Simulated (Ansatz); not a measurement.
Nb3Au (A15, Cr3Si type), frozen-phonon scan

Starting cell, Nb$_{3}$Au (A15, Cr3Si type):

```
Nb3Au
1.0
   10.27811     0.00000     0.00000
    0.00000     5.13905     0.00000
    0.00000     0.00000     5.13905
Nb Au
12 4
Direct
  0.25000   0.25000   0.00000
  0.75000   0.25000   0.00000
  0.25000   0.75000   0.00000
  0.75000   0.75000   0.00000
  0.12500   0.00000   0.50000
  0.62500   0.00000   0.50000
  0.37500   0.00000   0.50000
  0.87500   0.00000   0.50000
  0.00000   0.50000   0.25000
  0.50000   0.50000   0.25000
  0.00000   0.50000   0.75000
  0.50000   0.50000   0.75000
  0.25000   0.50000   0.50000
  0.75000   0.50000   0.50000
  0.00000   0.00000   0.00000
  0.50000   0.00000   0.00000
```

The atoms are displaced by Q × the pattern below (from a DFPT mode at X = (0.5, 0.0, 0.0), largest move 1; Q in Å), at fixed cell. It is one choice among 2 degenerate patterns. (q is in reciprocal vectors of the primitive cell; the cell shown is doubled to hold the pattern.)

```csv
atom,x,y,z
Nb1,0.000,0.000,-0.298
Nb2,0.000,0.000,0.298
Nb3,0.000,0.000,-0.298
Nb4,0.000,0.000,0.298
Nb5,0.000,0.000,-0.162
Nb6,0.000,0.000,0.162
Nb7,0.000,0.000,-0.162
Nb8,0.000,0.000,0.162
Nb9,-1.000,0.000,0.000
Nb10,1.000,0.000,0.000
Nb11,1.000,0.000,0.000
Nb12,-1.000,0.000,0.000
Au13,0.000,0.000,-0.847
Au14,0.000,0.000,0.847
```

Atoms not listed stay in place.

Method: LDA (plane waves to 420 eV, PAW, scalar-relativistic; Ansatz, a quantum-chemistry and plane-wave program). k mesh 5×9×9 (Γ-centred), Fermi-Dirac smearing 0.05 eV. E stands for the smeared free energy. Compression counts positive. With partly filled bands, energies and forces of such displacements shift with the k mesh and the smearing. Nb3Au is run without spin polarisation. Nb3Au was relaxed with its symmetry unable to fall. Spin-orbit coupling is left out, though Au is heavy. The zero of ΔE is the undisplaced structure.

```csv
Q (Å),ΔE (eV/cell),P (GPa),−dE/dQ from forces (eV/Å)
-0.176,0.135,0.6,2.878
-0.147,0.064,0.4,1.938
-0.117,0.020,0.3,1.104
-0.088,-0.002,0.2,0.436
-0.059,-0.008,0.1,-0.037
-0.029,-0.003,0.0,-0.188
0.000,0.000,0.0,0.000
0.029,-0.003,0.0,0.188
0.059,-0.008,0.1,0.037
0.088,-0.002,0.2,-0.436
0.117,0.020,0.3,-1.104
0.147,0.064,0.4,-1.938
0.176,0.135,0.6,-2.878
```

Derived quantities:

| Property | Value |
|---|---|
| Energy at Q = 0.176 Å | 135 meV/cell |
| Space group of the distorted cell | Pmma (No. 51), lowered from Pm-3n |
| Symmetry of the curve | even: the same for both signs |
| Shape of the curve | a double well: the undisplaced structure is a maximum between two minima |
| Position of the deepest minimum (fit) | 0.063 Å from zero |
| Depth of the well (fit) | 7 meV/cell, cell held fixed |

(For displaced atoms, the force is minus the slope of the energy, and its curvature is a force constant, which sets phonon frequencies.)
